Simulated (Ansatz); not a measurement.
Work and stress of cleavage in C

The calculation used DFT r2SCAN, scalar-relativistic, plane waves, PAW in Ansatz 0.2.0. Cutoff 500 eV, Γ-centred 12×12×3 k-points, Gaussian smearing of 0.05 eV. No spin polarisation. Energies are free energies at this smearing, counted from the undisturbed cell; pressure is positive in compression.

The undisturbed cell (relaxed at this level):

```
C
1.0
    -2.12684    1.22795    0.01101
    -2.12684   -1.22795    0.01101
     0.06301    0.00000   10.60519
C
6
Cartesian
  -0.6564 0.0000 8.8415
  -2.1163 0.0000 1.7788
  -3.5132 0.0000 5.3212
  -0.6984 0.0000 1.7713
  -2.0953 0.0000 5.3137
  -3.4922 0.0000 8.8561
```

The cell holds layers and no dispersion correction was added, so their binding is poorly described.

The cut lies on the cell's a–b face, a (0 0 1) plane (indices in the standard cell, whose axes needn't be the Cartesian ones shown) of area 5.22 Å², between layers 3.54 Å apart. Vector c is lengthened by d along the normal with the atoms' Cartesian places fixed: one unrelaxed cut a cell. The traction is positive where the two halves pull on each other.

| d (Å) | energy (J/m²) | traction (GPa) |
| --- | --- | --- |
| -0.30 | 0.034 | -3.14 |
| -0.15 | 0.004 | -0.96 |
| 0.00 | 0.000 | 0.25 |
| 0.25 | 0.018 | 1.03 |
| 0.50 | 0.045 | 1.07 |
| 0.75 | 0.070 | 0.86 |
| 1.00 | 0.088 | 0.60 |
| 1.50 | 0.108 | 0.25 |
| 3.00 | 0.120 | 0.01 |

What are the work of separation and the cleavage stress, and do they fit the universal binding curve?

The energy levels off near W ≈ 0.120 J/m² (the traction is down to 0.01 GPa), the energy of the two unrelaxed faces, 0.060 J/m² each on average. The largest sampled traction is 1.07 GPa at d = 0.50 Å, and a parabola through it and its two neighbours peaks at σ_max ≈ 1.08 GPa, d ≈ 0.42 Å. The curve E = W[1 − (1 + d/ℓ)exp(−d/ℓ)] peaks in traction at d = ℓ with σ_max = W/(eℓ); with 1 J/m² per Å = 10 GPa this W and σ_max give ℓ = 0.41 Å. A parabola through that curve at the same three d peaks at 0.45 Å, against 0.42 Å here, a fair fit. Real crystals break at far lower stress, because cracks concentrate it.

The crystal is built of layers, and the cut parts neighbours that are weakly bound and not described well without a dispersion correction.

The cut is rigid; relaxing the faces lowers these energies and usually the stresses.

Cost: 9 runs of about 2.8 core-minutes in all, on Arm Neoverse V1 (shared hosts).